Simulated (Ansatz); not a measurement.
MgB2 (MoSi2 or CaC2 type, I4/mmm) at seven volumes, DFT-PBEsol in the program Ansatz with PAW potentials, shape and atoms relaxed at each. One row is withheld.

```tsv
V (Å³/atom)	P (GPa)
8.970	13.16
9.265	8.10
9.561	3.76
9.857	0.00
10.152	-3.22
10.448	-5.92
10.744	?
```

Fit the shown pressures and predict the withheld one.

P = (3/2)B₀(x^(7/2) − x^(5/2))[1 + (3/4)(B′ − 4)(x − 1)] with x = (V₀/V)^(2/3). Least squares on the six rows gives V₀ = 9.858 Å³/atom, B₀ = 115 GPa, B′ = 4.09. At V = 10.744, x = 0.9442 and P = -8.30 GPa. The run itself gave -8.19 GPa.

The cell is a constructed one: a structure type filled with these elements; neither database checked (COD, Materials Project) lists it. It is not the phase usual at ambient conditions (space group No. 191). The PBEsol relaxation kept the symmetry of its start. At this level the phase is dynamically unstable (imaginary phonons).

Potentials: the later of the program's two PAW sets.
